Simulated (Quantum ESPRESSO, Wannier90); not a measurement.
## Tight-binding from DFT: WSe$_{2}$ (P6₃/mmc, 2Hc stacking as in molybdenite)

Cell from Materials Project (mp-1821), symmetrised, no further relaxation. COD (Crystallography Open Database) has an entry of this formula and space group (matched by these alone). Level: PBE, no spin polarisation, no spin-orbit coupling; pw.x of Quantum ESPRESSO at 69 Ry with PseudoDojo potentials, 6×6×4 k-points, Wannier90. Density: 12×12×4 mesh, cold smearing 0.01 Ry. The cell is built of weakly bound layers, chains or molecules, whose nearest atoms lie 4.03 Å apart. Database cells relaxed without dispersion often hold them too far apart, which can enlarge gaps and weakens couplings between them; spacing and stacking were not compared with the measured crystal. Spin-orbit coupling is left out although heavy elements are present.

```
begin unit_cell_cart
ang
    3.3199301218    0.0000000000    0.0000000000
   -1.6599650609    2.8751438242    0.0000000000
    0.0000000000    0.0000000000   13.7371900000
end unit_cell_cart
mp_grid = 6 6 4
```

Task: Which shells of neighbouring k-points and which b-vectors and weights does Wannier90 pick for this cell and mesh?

Result: 
```
 *---------------------------------- K-MESH ----------------------------------*
 +----------------------------------------------------------------------------+
 |                    Distance to Nearest-Neighbour Shells                    |
 |                    ------------------------------------                    |
 |          Shell             Distance (Ang^-1)          Multiplicity         |
 |          -----             -----------------          ------------         |
 |             1                   0.114346                      2            |
 |             2                   0.228693                      2            |
 |             3                   0.343039                      2            |
 |             4                   0.364224                      6            |
 |             5                   0.381752                     12            |
 |             6                   0.430069                     12            |
 |             7                   0.457385                      2            |
 |             8                   0.500335                     12            |
       ... (lines left out)
 +----------------------------------------------------------------------------+
 | The b-vectors are chosen automatically                                     |
 | The following shells are used:                       1,  4                 |
 +----------------------------------------------------------------------------+
 |                        Shell   # Nearest-Neighbours                        |
 |                        -----   --------------------                        |
 |                          1               2                                 |
 |                          2               6                                 |
 +----------------------------------------------------------------------------+
 | Completeness relation is fully satisfied [Eq. (B1), PRB 56, 12847 (1997)]  |
 +----------------------------------------------------------------------------+
 |                  b_k Vectors (Ang^-1) and Weights (Ang^2)                  |
 |                  ----------------------------------------                  |
 |            No.         b_k(x)      b_k(y)      b_k(z)        w_b           |
 |            ---        --------------------------------     --------        |
 |             1         0.000000    0.000000    0.114346    38.240720        |
 |             2         0.000000    0.000000   -0.114346    38.240720        |
 |             3         0.000000    0.364224    0.000000     2.512700        |
 |             4         0.315428    0.182112    0.000000     2.512700        |
 |             5         0.000000   -0.364224    0.000000     2.512700        |
 |             6         0.315428   -0.182112    0.000000     2.512700        |
 |             7        -0.315428   -0.182112    0.000000     2.512700        |
 |             8        -0.315428    0.182112    0.000000     2.512700        |
```
